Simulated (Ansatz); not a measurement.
A relaxed 1×1 slab of 4 planes, cut along (100) from a fcc crystal of one element, has a cell area of 6.19 Å² and a bulk spacing of 1.759 Å between its first planes. All-electron LAPW in Ansatz 0.2.0 (LDA, scalar-relativistic, no spin polarisation) gives γ = 2.03 J/m², Φ = 4.91 eV and a change of the outer spacing of -2.8 %. The fcc structure needn't be the element's own.

Task: Which element is it?

Result: Cu. Neighbours weren't tried against these numbers.
